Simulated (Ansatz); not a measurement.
# ZrTl2 (AlB2-type structure)

The computed numbers are results of PBEsol, scalar-relativistic (no spin polarisation) in the plane-wave PAW code Ansatz at 420 eV, Γ-centred 8×8×8 mesh, 0.05 eV Gaussian smearing. The datasets are Ansatz's generated set soft_2.

```xyz
3
Lattice="5.1273 0.0000 0.0000 -2.5636 4.4404 0.0000 0.0000 0.0000 3.0911" Properties=species:S:1:pos:R:3 pbc="T T T"
Zr    0.0000    0.0000    0.0000
Tl    0.0000    2.9602    1.5455
Tl    2.5636    1.4801    1.5455
```

The cell came from substitution into a structure type; whether the compound takes it is for experiment to say.

The cell has space group P6/mmm (read at 0.01 Å). In it the stress is 0.00, 0.00, -0.01, 0.00, 0.00, 0.00 GPa and the largest force component 0.000 eV/Å. Each change below starts from this cell, without further relaxation. Stress is in GPa, positive in compression, in the order xx, yy, zz, yz, xz, xy; energies are counted from the cell above and are free energies with the smearing's entropy, which match forces and stress in a metal.

**Question.** What stress follows from an engineering strain of -2 % in xz, atoms carried along?

**Answer.** 0.03, 0.01, 0.05, 0.00, 0.64, 0.00 GPa; the energy changes by 2.8 meV per cell.
The change of the stress over the strain gives a clamped-atom stiffness of about 32 GPa for this component.
In a harmonic crystal the energy would rise by V(½Cε² − σ₀ε), with σ₀ the stress of the unstrained cell, = 2.8 meV, which matches.

1 move too small to change the energy by 0.15 meV is left out.

Spin–orbit coupling, which matters for such heavy elements, is left out.
